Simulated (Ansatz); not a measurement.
Geometry optimisation in Ansatz: input, command and trajectory.

```yaml
crystal:
  lattice:
    - [-4.9150583175, 4.9150583175, 0.0]
    - [0.0, 4.9150583175, -4.9150583175]
    - [-4.9150583175, 0.0, -4.9150583175]
  atoms:
    - { symbol: Mo, position: [0.7482590308, 0.7502086165, 0.7528282047] }
    - { symbol: Al, position: [0.244631223, 0.2551086915, 0.2528478235] }
    - { symbol: Si, position: [0.4975879414, 0.5053517309, 0.4965380917] }
    - { symbol: Si, position: [0.0009998437, 0.9993018264, 0.997592737] }
    - { symbol: Mo, position: [0.6238433711, 0.8732328508, 0.3746927395] }
    - { symbol: Mo, position: [0.125854111, 0.3660038967, 0.8783477911] }
    - { symbol: Mo, position: [0.3717914223, 0.8720323296, 0.1323428507] }
    - { symbol: Mo, position: [0.8768050413, 0.3716357135, 0.6240812084] }
    - { symbol: Mo, position: [0.8758296111, 0.1237902601, 0.3770227784] }
    - { symbol: Al, position: [0.3722541807, 0.6301618721, 0.8704391415] }
    - { symbol: Mo, position: [0.3712751671, 0.1273540007, 0.62647218] }
    - { symbol: Mo, position: [0.875669045, 0.6355183647, 0.1152883554] }
    - { symbol: Mo, position: [0.6223804125, 0.1314423418, 0.870787803] }
    - { symbol: Mo, position: [0.1261341677, 0.6292072381, 0.3699366936] }
    - { symbol: Mo, position: [0.1228465859, 0.8705939509, 0.6235473102] }
    - { symbol: Mo, position: [0.6331783289, 0.3673512834, 0.1263994752] }
  symmetry: { detect: false }
basis:
  ecutwfc: 500
kpoints:
  mp_grid: { grid: [2, 2, 2], shift: [0.5, 0.5, 0.5] }
hamiltonian:
  xc: r2scan
scf:
  occupations: { method: gaussian, width: 0.1 }
  lower_state_search: "off"
output:
  forces: true
  stress: true
  eigenvalues: true
relax:
  adjacent_minimum: "off"
  f_tol: 0.04
  max_steps: 50
  cell: { stress_tol: 0.3 }
```

```bash
ansatz run input.yaml --threads 4 --pin off --max-ram 9216MiB --backend cpu --events-out ev --progress --plain --runs-dir out
```

Level of theory: DFT r2SCAN, scalar-relativistic, plane waves, PAW in Ansatz.

Of 7 frames 7 are shown, positions in Å and forces in eV/Å; the SCF threshold varies from step to step. Steps run on the plane waves of an earlier cell, with a Pulay correction in the pressure. The basis is chosen afresh for the last frame, the zero of the energies, and can be on the way; energy and pressure step there, also at an unchanged geometry. The mark taken_back stands on steps that the optimiser undid.

```xyz
16
Lattice="-4.9151 4.9151 0.0000 0.0000 4.9151 -4.9151 -4.9151 0.0000 -4.9151" Properties=species:S:1:pos:R:3:forces:R:3 pbc="T T T" step=1 free_energy_over_end_meV_per_atom=13.11 pressure_GPa=3.55
Mo   -7.3779    7.3651   -7.3875    0.3790   -0.2110    0.2440
Al   -2.4451    2.4563   -2.4966   -0.0850    0.2770    0.4630
Si   -4.8862    4.9295   -4.9243   -0.1430   -0.1200    0.1600
Si   -4.9081    4.9165   -9.8149    0.0600   -0.0670   -0.0460
Mo   -4.9079    7.3582   -6.1336    0.1740    0.0130    0.0280
Mo   -4.9357    2.4175   -6.1161    0.1480    0.4130   -0.0130
Mo   -2.4778    6.1135   -4.9366    0.2850    0.4290    0.0580
Mo   -7.3769    6.1362   -4.8940    0.3540   -0.2760   -0.3290
Mo   -6.1578    4.9132   -2.4615    0.8150    0.2450    0.0210
Al   -6.1079    4.9269   -7.3755   -0.6670   -0.0060    0.0230
Mo   -4.9040    2.4508   -3.7051    0.2120    0.0190   -0.0310
Mo   -4.8706    7.4276   -3.6903   -0.8630   -0.5080    0.0700
Mo   -7.3390    3.7051   -4.9260   -0.5670   -0.0580   -0.3350
Mo   -2.4382    3.7125   -4.9109   -0.2970   -0.2560    0.3000
Mo   -3.6686    4.8828   -7.3438   -0.3530    0.4960   -0.2090
Mo   -3.7334    4.9177   -2.4268    0.5480   -0.3900   -0.4030
16
Lattice="-4.9623 4.9220 0.0010 0.0191 4.9401 -5.0061 -4.9564 0.0048 -4.9822" Properties=species:S:1:pos:R:3:forces:R:3 pbc="T T T" step=2 free_energy_over_end_meV_per_atom=14.67 pressure_GPa=-3.89 taken_back
Mo   -7.4007    7.4040   -7.4894   -0.2060    0.4230   -0.1010
Al   -2.4698    2.4881   -2.4694    0.1050   -0.1390   -0.1100
Si   -4.9398    4.9242   -5.0096    0.0410    0.0360   -0.0230
Si   -4.9295    4.9317   -9.9948    0.0010    0.0520   -0.0960
Mo   -4.9194    7.3700   -6.2217   -0.2260    0.0080    0.0400
Mo   -4.9372    2.4873   -6.1919   -0.1280   -0.3050   -0.1040
Mo   -2.4618    6.1463   -4.9975   -0.1570    0.0060   -0.0540
Mo   -7.3988    6.1291   -5.0026   -0.4560    0.0620    0.0200
Mo   -6.1438    4.9728   -2.5045   -0.1960   -0.4690    0.1690
Al   -6.1655    4.9564   -7.5077    0.1510   -0.0090    0.0820
Mo   -4.8990    2.4605   -3.7513   -0.3770    0.1380   -0.1030
Mo   -5.0387    7.3706   -3.7353    1.1510    0.4910   -0.3380
Mo   -7.4992    3.7034   -5.0322    0.6220    0.0580    0.7050
Mo   -2.4898    3.7131   -4.9338    0.3970    0.1230   -0.4700
Mo   -3.6797    4.9940   -7.5014   -0.1540   -0.7560    0.1260
Mo   -3.7044    4.8836   -2.5370   -0.5680    0.2810    0.2560
16
Lattice="-4.9293 4.9024 -0.0062 0.0187 4.9273 -4.9678 -4.9395 -0.0040 -4.9531" Properties=species:S:1:pos:R:3:forces:R:3 pbc="T T T" step=3 free_energy_over_end_meV_per_atom=0.37 pressure_GPa=-0.53
Mo   -7.3715    7.3698   -7.4458   -0.0420    0.1330   -0.0050
Al   -2.4523    2.4686   -2.4751    0.0200   -0.0250   -0.0090
Si   -4.9080    4.9150   -4.9721   -0.0050   -0.0100   -0.0070
Si   -4.9107    4.9187   -9.9234    0.0150   -0.0010   -0.0310
Mo   -4.8992    7.3500   -6.1957   -0.0260   -0.0530    0.0300
Mo   -4.9312    2.4524   -6.1699    0.0110   -0.0470    0.0160
Mo   -2.4535    6.1297   -4.9731    0.0260    0.0760   -0.0210
Mo   -7.3815    6.1130   -4.9666   -0.0200   -0.0190    0.0060
Mo   -6.1413    4.9191   -2.4836    0.1520    0.0370    0.0380
Al   -6.1488    4.9253   -7.4474   -0.0260   -0.0030    0.0290
Mo   -4.9008    2.4520   -3.7422   -0.0190    0.0050   -0.0130
Mo   -4.9317    7.3819   -3.7329    0.0420    0.0180   -0.0140
Mo   -7.4142    3.6898   -4.9712    0.0250   -0.0200    0.0320
Mo   -2.4530    3.7087   -4.9308   -0.0150   -0.0540   -0.0740
Mo   -3.6804    4.9274   -7.4346   -0.0950   -0.0290    0.0180
Mo   -3.7124    4.8834   -2.4973   -0.0430   -0.0070    0.0040
16
Lattice="-4.9296 4.9005 -0.0056 0.0181 4.9242 -4.9632 -4.9376 -0.0024 -4.9475" Properties=species:S:1:pos:R:3:forces:R:3 pbc="T T T" step=4 free_energy_over_end_meV_per_atom=0.15 pressure_GPa=-0.07
Mo   -7.3726    7.3752   -7.4387   -0.0140    0.0560   -0.0040
Al   -2.4511    2.4674   -2.4737    0.0040   -0.0040   -0.0120
Si   -4.9078    4.9110   -4.9661    0.0020   -0.0010   -0.0080
Si   -4.9081    4.9149   -9.9144    0.0000    0.0020   -0.0100
Mo   -4.9010    7.3419   -6.1883    0.0080   -0.0120    0.0100
Mo   -4.9289    2.4489   -6.1627   -0.0030   -0.0090    0.0140
Mo   -2.4514    6.1275   -4.9698   -0.0060    0.0450   -0.0020
Mo   -7.3814    6.1103   -4.9621   -0.0100   -0.0030    0.0160
Mo   -6.1378    4.9224   -2.4780    0.1200   -0.0100    0.0090
Al   -6.1499    4.9257   -7.4362   -0.0040    0.0090    0.0070
Mo   -4.9010    2.4505   -3.7371    0.0010    0.0100   -0.0080
Mo   -4.9312    7.3781   -3.7284    0.0270    0.0170   -0.0230
Mo   -7.4115    3.6891   -4.9654    0.0180   -0.0200    0.0310
Mo   -2.4540    3.7061   -4.9305    0.0050   -0.0300   -0.0030
Mo   -3.6821    4.9270   -7.4257   -0.0860   -0.0260   -0.0020
Mo   -3.7118    4.8815   -2.4946   -0.0600   -0.0220   -0.0150
16
Lattice="-4.9275 4.8981 -0.0147 0.0136 4.9265 -4.9665 -4.9444 -0.0022 -4.9551" Properties=species:S:1:pos:R:3:forces:R:3 pbc="T T T" step=5 free_energy_over_end_meV_per_atom=0.19 pressure_GPa=-0.11 taken_back
Mo   -7.3796    7.3763   -7.4535   -0.0170    0.0670   -0.0250
Al   -2.4533    2.4673   -2.4791    0.0040   -0.0070   -0.0110
Si   -4.9093    4.9110   -4.9793   -0.0220    0.0030    0.0090
Si   -4.9172    4.9177   -9.9276   -0.0260    0.0020    0.0160
Mo   -4.9068    7.3418   -6.1990    0.0210   -0.0120   -0.0140
Mo   -4.9370    2.4488   -6.1712    0.0100    0.0150    0.0110
Mo   -2.4578    6.1291   -4.9786    0.0410    0.0020    0.0110
Mo   -7.3874    6.1078   -4.9754    0.0250   -0.0070    0.0220
Mo   -6.1346    4.9203   -2.4846    0.0020    0.0050   -0.0560
Al   -6.1586    4.9272   -7.4347   -0.0250    0.0040   -0.0410
Mo   -4.9042    2.4511   -3.7459   -0.0190   -0.0260   -0.0040
Mo   -4.9336    7.3806   -3.7404    0.0190   -0.0110   -0.0120
Mo   -7.4157    3.6861   -4.9776    0.0070    0.0100    0.0260
Mo   -2.4589    3.7045   -4.9370   -0.0160    0.0260   -0.0050
Mo   -3.6923    4.9289   -7.4403   -0.0270   -0.0220    0.0550
Mo   -3.7155    4.8826   -2.5073    0.0240   -0.0480    0.0170
16
Lattice="-4.9296 4.8980 -0.0060 0.0187 4.9227 -4.9598 -4.9399 -0.0043 -4.9454" Properties=species:S:1:pos:R:3:forces:R:3 pbc="T T T" step=6 free_energy_over_end_meV_per_atom=0.06 pressure_GPa=0.06
Mo   -7.3752    7.3771   -7.4345   -0.0020    0.0020    0.0040
Al   -2.4500    2.4645   -2.4731   -0.0010    0.0040    0.0000
Si   -4.9079    4.9074   -4.9651   -0.0020    0.0040   -0.0040
Si   -4.9090    4.9109   -9.9107   -0.0100    0.0040    0.0060
Mo   -4.9001    7.3360   -6.1850    0.0030   -0.0090    0.0040
Mo   -4.9302    2.4454   -6.1595   -0.0050   -0.0010    0.0130
Mo   -2.4508    6.1266   -4.9665    0.0040   -0.0060   -0.0050
Mo   -7.3832    6.1056   -4.9580    0.0080    0.0020   -0.0110
Mo   -6.1349    4.9196   -2.4760    0.0330    0.0030   -0.0010
Al   -6.1553    4.9247   -7.4278    0.0050    0.0110   -0.0120
Mo   -4.9022    2.4478   -3.7357    0.0080   -0.0080   -0.0010
Mo   -4.9294    7.3762   -3.7276   -0.0050   -0.0030   -0.0120
Mo   -7.4116    3.6850   -4.9609   -0.0010   -0.0100   -0.0020
Mo   -2.4548    3.7030   -4.9282    0.0070    0.0060    0.0100
Mo   -3.6878    4.9236   -7.4224   -0.0210    0.0090    0.0070
Mo   -3.7139    4.8766   -2.4963   -0.0210   -0.0080    0.0040
16
Lattice="-4.9296 4.8980 -0.0060 0.0187 4.9227 -4.9598 -4.9399 -0.0043 -4.9454" Properties=species:S:1:pos:R:3:forces:R:3 pbc="T T T" step=7 free_energy_over_end_meV_per_atom=0.00 pressure_GPa=0.06
Mo   -7.3752    7.3771   -7.4345   -0.0020    0.0020    0.0040
Al   -2.4500    2.4645   -2.4731   -0.0010    0.0040    0.0000
Si   -4.9079    4.9074   -4.9651   -0.0020    0.0040   -0.0040
Si   -4.9090    4.9109   -9.9107   -0.0100    0.0040    0.0060
Mo   -4.9001    7.3360   -6.1850    0.0030   -0.0090    0.0040
Mo   -4.9302    2.4454   -6.1595   -0.0050   -0.0010    0.0130
Mo   -2.4508    6.1266   -4.9665    0.0040   -0.0060   -0.0050
Mo   -7.3832    6.1056   -4.9580    0.0080    0.0020   -0.0110
Mo   -6.1349    4.9196   -2.4760    0.0330    0.0030   -0.0010
Al   -6.1553    4.9247   -7.4278    0.0050    0.0110   -0.0120
Mo   -4.9022    2.4478   -3.7357    0.0080   -0.0080   -0.0010
Mo   -4.9294    7.3762   -3.7276   -0.0050   -0.0030   -0.0130
Mo   -7.4116    3.6850   -4.9609   -0.0010   -0.0100   -0.0020
Mo   -2.4548    3.7030   -4.9282    0.0070    0.0060    0.0100
Mo   -3.6878    4.9236   -7.4224   -0.0210    0.0090    0.0070
Mo   -3.7139    4.8766   -2.4963   -0.0210   -0.0080    0.0040
```

Time: 100 s on 4 threads of Intel(R) Xeon(R) Platinum 8259CL CPU @ 2.50GHz (Skylake/Cascade Lake), on a shared host, peak memory 1.5 GiB.

The k mesh is coarse.